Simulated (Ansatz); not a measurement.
**One run on CoOs (P-6m2): spiral at q = 0**

Method: Ansatz 0.2.0, DFT, LDA, all-electron LAPW, scalar-relativistic.

Command: `ansatz run input.yaml --threads 2 --pin off --max-ram 5120MiB --backend cpu --events-out ev --progress --plain --runs-dir out`

```yaml
crystal:
  lattice:
    - [2.6712738749, 0.0, 0.0]
    - [-1.3356369374, 2.3133910361, 0.0]
    - [0.0, 0.0, 4.116557]
  atoms:
    - { symbol: Co, position: [0.6666666667, 0.3333333333, 0.5], spin: 0.5, spin_axis: [1.0, 0.0, 0.0] }
    - { symbol: Os, position: [0.3333333333, 0.6666666667, 0.0] }
magnetization:
  noncollinear: true
  spin_spiral: { q: [0.0, 0.0, 0.0] }
kpoints:
  mp_grid: { grid: [11, 11, 12] }
scf:
  occupations: { method: fermi_dirac, width: 0.1 }
  lower_state_search: "off"
hamiltonian:
  xc: lda
  pseudopotentials: { kind: all_electron, lapw: { basis_error: 0.001 } }
output:
  eigenvalues: false
```

The program prints:

```
settings of this run that can trade accuracy for cost: output.eigenvalues: false. Do not mix this run's numbers with those of runs without the same settings; the input reference describes each key
LAPW: plane waves up to 8.941 Å⁻¹, error target 1.0e-3 eV per atom; small_component_spin mean_spin; Co in spheres of 1.251 Å, 17 of its electrons in bands, Dirac shells []; Os in spheres of 1.321 Å, 46 of its electrons in bands, Dirac shells [] (how accurate: hamiltonian.pseudopotentials.lapw.basis_error, Limitations)
Engine: ansatz 0.2.0
Pseudopotentials: kind: all_electron
Pseudopotential: Co, LAPW, valence charge 17, lapw/all_electron/scalar/gaussian/Co, Koelling and Harmon's equation, gaussian nucleus
Pseudopotential: Os, LAPW, valence charge 46, lapw/all_electron/scalar/gaussian/Os, Koelling and Harmon's equation, gaussian nucleus
Functional definition: SPW92
  exchange = slater_x
  correlation = pw_c
Crystal: 2 atoms, lattice volume = 25.439 Å³
Basis set: ecut = 304.59200855718746 eV, 299 PW (Γ), exchange–correlation at level 2
Bands: 76, of which v1, the nominal top of the filled ones, is band 63 counted from 1 (62 counted from 0)
Symmetry: 12 space group operations
k-points: 112 of 1452
Spin spiral: q = (0, 0, 0) of the reciprocal vectors; moments are told in the frame that turns with it, a site's in that at the site
Non-local potential: Co, projectors of the file, none
Non-local potential: Os, projectors of the file, none
Initial density: superposition of atomic densities (chi_scale 0.1, normalization cell)
Starting moments: Σ|m| = 0.5 μB on 1 of 2 sites
Initial wavefunctions: plane waves of lowest kinetic energy (no species holds an atomic orbital)
Functional: x = slater, c = lda
iter 1 solved again at ethr=8.12e-3 eV; its pass at ethr=1.00e-1 eV (dr2=5.11e0 eV) is discarded
SCF iter   1: F=—  HF=-507014.997213 eV  |F-HF|=—  |Δ(HF+E_count)|=         —  Δρ=9.09e-2  dr2=5.11e0  dr2_m=1.46e-2  ethr=8.12e-3  |M|=2.49e-1 ∫|m|=2.84e-1 μB  β_m=0.30  ⟨swp⟩=2.0  Hψ=52638  notcnv=0
preconditioner: auto → Kerker (q_TF=auto, 3.173 Å⁻¹)  [metal: Δε(μ)=0.001 eV  Ē_g=10.018 eV  σ=0.100 eV  W_gap=0.00  n_scr=22 (ndim 8)  ℏωp=30.4 eV  f_vac=0.000  D(μ)=1.91/eV (n_scr^D=22)]
[...]
the basis was enlarged: its passes take 648.5 KiB over the memory plan, 2 of 2 planned eigensolver slots
[...]
SCF iter  22: F=—  HF=-507014.040743 eV  |F-HF|=—  |Δ(HF+E_count)|=   7.52e-5  Δρ=4.17e-5  dr2=2.22e-7  dr2_m=2.79e-9  ethr=9.72e-10  |M|=4.94e-1 ∫|m|=5.84e-1 μB  β_m=0.45  ⟨swp⟩=3.1  Hψ=27748  notcnv=0
SCF iter  23: F=—  HF=-507014.040742 eV  |F-HF|=—  |Δ(HF+E_count)|=   9.61e-7  Δρ=2.37e-5  dr2=7.56e-8  dr2_m=8.75e-10  ethr=3.53e-10  |M|=4.95e-1 ∫|m|=5.85e-1 μB  β_m=0.58  ⟨swp⟩=2.0  Hψ=25010  notcnv=0
SCF iter  24: F=—  HF=-507014.040742 eV  |F-HF|=—  |Δ(HF+E_count)|=   1.95e-7  Δρ=1.49e-5  dr2=4.87e-8  dr2_m=2.39e-10  ethr=1.20e-10  |M|=4.96e-1 ∫|m|=5.86e-1 μB  β_m=0.53  ⟨swp⟩=2.0  Hψ=25013  notcnv=0
SCF iter  25: F=-507014.040742 eV  HF=-507014.040742 eV  |F-HF|=6.65e-8  |Δ(HF+E_count)|=   5.67e-8  Δρ=7.69e-6  dr2=3.66e-8  dr2_m=6.71e-11  ethr=7.73e-11  |M|=4.96e-1 ∫|m|=5.86e-1 μB  ⟨swp⟩=2.0  Hψ=25008  notcnv=0
SCF 1 converged in 25 iterations: F = -507014.040742 eV  dr2 = 3.66e-8
SCF converged after 25 iterations
Magnetization: |M| = 0.4961 μB,  M = (+0.4961, -0.0000, +0.0000) μB
Absolute magnetization: 0.5857 μB (∫|m|)
  site 0: m = (+0.5268, -0.0000, +0.0000) μB, |m| = 0.5268 μB  (R = 1.25 Å)
  site 1: m = (-0.0146, +0.0000, +0.0000) μB, |m| = 0.0146 μB  (R = 1.32 Å)
Free energy (F): -507014.040742 eV
Harris-Foulkes:  -507014.040742 eV  (|F-HF|=6.65e-8)
Internal energy: -507013.954525 eV  (E = F + TS)
E sigma→0 (E₀):  -507013.997634 eV
Entropy (-TS):   -0.086217 eV (-43.108 meV/atom)
Fermi energy:    25.602308 eV
--- Per-component energies (eV) ---
  E_band       = -5542.560428
  E_kinetic    = 567261.261577
  E_xc         = -10549.752206
  E_electrostatic = -1063725.463896  (all electrons and nuclei)
  E_smearing   = -0.086217  (= −TS)
  E_closure    = 0.000000  (closes the sum)
  E_atoms      = -506992.408043  (free atoms, spherical and without spin; not in F)
  Σ components = -507014.040742   (vs F -507014.040742, Δ=0.00e0)
  Basis errors (estimates in eV, not in F): energy 2.8e-4 per atom: plane waves 2.1e-4 (1.1e-4 summed), levels above the bands 5.1e-48, relativity 9.7e-9, radial functions 6.5e-5, core shells 1.9e-8; eigenvalues (radial functions only) 1.6e-6; not estimated: angular momenta, meshes, grids; target (lapw.basis_error) 1.0e-3; muffin-tin radii Co 1.251 Å, Os 1.321 Å
settings of this run that can trade accuracy for cost: output.eigenvalues: false. Do not mix this run's numbers with those of runs without the same settings; the input reference describes each key
```

Site moments (μB): Co1 0.53, Os2 -0.01. Cell moment 0.50 μB in the turning frame.

The Ansatz runs typed with the search for lower states off end where their start leads. Spin–orbit coupling is left out although heavy atoms are present. None of this fixes the real material's magnetic order: only patterns that fit the cell were computed, at zero temperature, with a functional that can overstate moments.

It took 8.9 min on 2 threads of Arm Neoverse V1 (shared host), peak memory 1.3 GiB.
